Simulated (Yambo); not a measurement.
AlAs (zinc blende, space group F-43m, No. 216), G0W0@LDA in Yambo (4×4×4 mesh, plasmon pole; 10 Ry block, no terminator). The number N of bands in W and G is varied.

```tsv
N	x = 1/N	gap Γ → X (eV)	shift of the valence edge (eV)
37	0.02703	2.223	-0.482
56	0.01786	2.289	-0.690
78	0.01282	2.340	-0.814
104	0.00962	?	?
```

Q: Basis-set arguments suggest E = E∞ + A x. Fix A and E∞ from the two rows above the withheld one, predict the row at 104 bands, and test the form.

A: Gap: A = (2.340 − (2.289))/(0.01282 − 0.01786) = -10.1, E∞ = 2.470 eV, so 2.372 eV is predicted; the run gave 2.379 eV (miss 7 meV). The first two rows have slope -7.20, so the form doesn't hold yet over the whole range. Shift: A = (-0.814 − (-0.690))/(0.01282 − 0.01786) = 24.6, E∞ = -1.129 eV, so -0.893 eV is predicted; the run gave -0.897 eV (miss 4 meV). The first two rows have slope 22.7, within 15 % of that. The other settings are held fixed.

The standard potential for As keeps a d shell in the valence without the s and p states of that shell. In tests on such compounds this moved G0W0 gaps by up to about 0.9 eV, so absolute quasiparticle energies here are unreliable; differences between settings are what counts.

Spin-orbit coupling is not included.

Geometry relaxed with LDA; primitive cell a = 3.976 Å, b = 3.976 Å, c = 3.976 Å, α = 60.00°, β = 60.00°, γ = 60.00°.

A shift is the quasiparticle energy of the state minus its LDA energy.
